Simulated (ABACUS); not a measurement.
A self-consistent single point of HfSi (Pnma, 8 atoms in the cell; from Materials Project mp-1042, changed as shown) with ABACUS.

Method: PBEsol, PseudoDojo 0.4 standard norm-conserving PBEsol (tails mended) pseudopotentials (plane waves; ABACUS).

The change in words: lattice vector b scaled by 0.99. Reference geometry (Pnma):
```
CELL_PARAMETERS angstrom
      6.86240     0.00000     0.00000
      0.00000     3.76823     0.00000
      0.00000     0.00000     5.22345
ATOMIC_POSITIONS crystal
  Hf 0.67514 0.25000 0.37439
  Hf 0.32486 0.75000 0.62561
  Hf 0.82486 0.75000 0.87439
  Hf 0.17514 0.25000 0.12561
  Si 0.54312 0.25000 0.86087
  Si 0.45688 0.75000 0.13913
  Si 0.95688 0.75000 0.36087
  Si 0.04312 0.25000 0.63913
```

Reference input (self-consistent single point, DFT, PBEsol, plane waves, PseudoDojo 0.4 standard norm-conserving PBEsol (tails mended) pseudopotentials): KPT = Gamma 3 5 3 0 0 0; basis_type = pw; dft_functional = PBESOL; ecutwfc = 58 Ry; smearing_method = mv; smearing_sigma = 0.00999582 Ry; potentials = PseudoDojo 0.4 standard norm-conserving PBEsol (tails mended); symmetry = 1; symmetry_prec = 1e-05; ks_solver = cg; scf_nmax = 100; scf_thr = 1.0e-09 Ry. This run's input differs from it in these lines:

```diff
@@ -28,3 +28,3 @@
    6.8624000000    0.0000000000    0.0000000000
-   0.0000000000    3.7682300000    0.0000000000
+   0.0000000000    3.7305480000    0.0000000000
    0.0000000000    0.0000000000    5.2234500000
```

Log, with long lists cut:

```
 SELF-CONSISTENT
 -------------------------------------------
                                 init_chg = atomic

 PW ALGORITHM --------------- ION=   1  ELEC=   1--------------------------------
 Notice: Threshold on eigenvalues was too large.

 Density error is 0.166014287558
                          Error Threshold = 0.000207037585176
 E_KohnSham     -485.3799636287      -6603.9332003824
 E_Fermi        1.0724484634         14.5914099131

 PW ALGORITHM --------------- ION=   1  ELEC=   2--------------------------------

 Density error is 0.0376258820108
                          Error Threshold = 0.000259397324309
   [... lines left out ...]

 Density error is 1.94410508042e-08
                          Error Threshold = 1.44920161138e-10
 E_KohnSham     -485.4281403910      -6604.5886788613
 E_Fermi        1.0596502545         14.4172813482

 PW ALGORITHM --------------- ION=   1  ELEC=   8--------------------------------

 Density error is 6.30571092909e-10
                          Error Threshold = 3.03766418816e-11
 E_KohnSham     -485.4281403949      -6604.5886789140
 E_KS(sigma->0) -485.4277813996      -6604.5837945336
 E_entropy(-TS) -0.0007179904        -0.0097687607
 E_Fermi        1.0596565766         14.4173673652
 charge density convergence is achieved
 final etot is -6604.5886789 eV
 EFERMI = 14.417367365 eV

 STATE ENERGY(eV) AND OCCUPATIONS    NSPIN == 1
   [... 39 lines left out ...]

 TOTAL-FORCE (eV/Angstrom)
                       Hf1         0.1532100435         0.0000000000        -0.0012518194
                       Hf2        -0.1532100435         0.0000000000         0.0012518194
                       Hf3        -0.1532100435         0.0000000000        -0.0012518194
                       Hf4         0.1532100435         0.0000000000         0.0012518194
                       Si1         0.0259085336         0.0000000000        -0.0765398870
                       Si2        -0.0259085336         0.0000000000         0.0765398870
                       Si3        -0.0259085336         0.0000000000        -0.0765398870
   [... lines left out ...]

 TOTAL-STRESS (KBAR)
        -6.3506867491         0.0000000000         0.0000000000
         0.0000000000        10.0591610489         0.0000000000
         0.0000000000         0.0000000000        -4.7825540933
 TOTAL-PRESSURE: -0.358027 KBAR

 --------------------------------------------
 !FINAL_ETOT_IS -6604.5886789139613029 eV
 --------------------------------------------
```

The run converged in 8 iterations. Against the reference run the free energy is nearly the same (within 1 meV/atom), the pressure goes from -1.59 to -0.04 GPa and the largest force goes from 0.165 to 0.153 eV/Å.

The structure comes from a collection of computed structures, made at another level of theory; the collection holds predicted forms beside known ones. No clean gap shows at this smearing width and mesh (spacing up to 0.40 Å⁻¹); the mesh is coarse for partly filled bands, so the values carry mesh errors.

Cost on one core: very roughly 2.5 core-minutes.

“Tails mended”: in these copies of the files the far tail of each local potential was reset to the Coulomb form.
